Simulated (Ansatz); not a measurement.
Squeezing W (fcc type)

```xyz
1
Lattice="0.0000 1.9991 1.9991 1.9991 0.0000 1.9991 1.9991 1.9991 0.0000" Properties=species:S:1:pos:R:3 pbc="T T T"
W     0.0000    0.0000    0.0000
```

The cell comes from a relaxation on PAW files under the same functional, begun from a prototype that needn't be the stable phase.

Its volume is scaled at fixed shape and fractional positions.

Level of theory: DFT with PBEsol, scalar-relativistic, in Ansatz 0.2.0; a Γ-centred 18×18×18 k mesh, Fermi–Dirac smearing of 0.05 eV, no spin polarisation. LAPW: all electrons, basis error target 1 meV/atom; PAW: frozen-core files, cutoff 420 eV; crystal datasets: all electrons, by PAW datasets that the program makes for each cell; norm-conserving: pseudopotentials, cutoff 1007 eV; PAW (cutoff 300 eV): frozen-core files, cutoff 300 eV.

Energies are extrapolated to zero smearing and count from the unscaled cell; pressure is positive in compression; gaps take the mesh and a band path. No temperature or zero-point motion is included.

Spin–orbit coupling is left out, which matters for the heavy atoms. The PAW files were made under PBE. The structure type is held throughout; the real material can change phase at far lower pressure.

| V/V0 | V (Å³/atom) | P LAPW (GPa) | ΔE LAPW (eV/atom) | P PAW − LAPW (GPa) | ΔE PAW − LAPW (meV/atom) |
| --- | --- | --- | --- | --- | --- |
| 1.00 | 15.98 | 0.05 | 0.000 | -0.06 | 0.0 |
| 0.90 | 14.38 | ? | ? | ? | ? |
| 0.80 | 12.78 | 102.6 | 0.854 | 0.59 | 3.9 |
| 0.70 | 11.18 | 210.2 | 2.365 | 1.47 | 13.6 |
| 0.60 | 9.59 | 402.9 | 5.319 | 3.20 | 35.6 |
| 0.50 | 7.99 | 780.3 | 10.994 | 6.33 | 81.8 |
| 0.40 | 6.39 | 1626 | 22.376 | 7.95 | 160.0 |

Problem. Fit the Vinet equation to the LAPW pressures shown (residuals weighted by 1/(|P| + 0.03·Pmax)), and predict the pressure of the withheld row.

Solution. The fit gives V0 = 16.00 Å³/atom, B0 = 270 GPa and B0′ = 4.53. At 14.38 Å³/atom, x = (V/V0)^(1/3) = 0.9651, and P = 3·B0·(1 − x)/x²·exp[1.5·(B0′ − 1)·(1 − x)] = 36.5 GPa. The run itself gave 38.9 GPa (-6.1 % off) and ΔE = 0.178 eV/atom.

Problem. At the smallest volume, how far do crystal datasets and norm-conserving and PAW (cutoff 300 eV) lie from LAPW in pressure?

Solution. crystal datasets: 0.00 GPa; norm-conserving: +14.74 GPa; PAW (cutoff 300 eV): +12.64 GPa, on a LAPW pressure of 1626 GPa.

Problem. How do the Löwdin populations by LAPW change from the unscaled cell to the last row?

Solution. W 5s 1.96 → 1.83, W 6s 0.91 → 0.46, W 5p 5.99 → 5.79, W 5d 5.02 → 5.89 electrons an atom. These are projections on the shells that the free atoms fill; 0.12 e a cell lies outside them at the start and 0.07 e at the end.
